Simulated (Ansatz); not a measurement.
Values for one crystal, relaxed and computed with the program Ansatz at the PBE level (PAW); other levels are named.

```yaml
volume_per_atom: 12.70 Å³
electronic_character: metallic (no gap)
Gap with spin–orbit coupling: none (metallic)
Bulk modulus (Birch–Murnaghan fit): 103 GPa
Pressure derivative B′: 4.1
Density of states at the Fermi level: 0.44 states/eV per atom (mean over ±0.08 eV)
Formation energy from the elements (no fitted shifts): 1.52 eV/atom
```

Task: Pick the material that matches.
A) SiMo3, A15 (Cr3Si type)
B) Ta2GeN, P6_3/mmc (Ge on 2d, Ta on 4f, N on 2a)
C) V2SiN, P6_3/mmc (V on 4f, Si on 2d, N on 2a)
D) BAs, CsCl type

Result: D, BAs, CsCl type

Space group Pm-3m (CsCl type). The start of the workflow was typed in or built on a structure type; neither database checked (COD, Materials Project) lists it. It is not the phase usual at ambient conditions (space group No. 216). The cell was relaxed with PBE under the symmetry of its start; its stability against distortions is not shown here. The volume moved by 31 % from the start of the relaxation. Its formation energy is positive at this level, so the cell may be metastable or incomplete. The references are the lowest solids computed at this level, not always the standard phases. Spin–orbit coupling is left out wherever it is not named.

Potentials: the earlier of the program's two PAW sets.
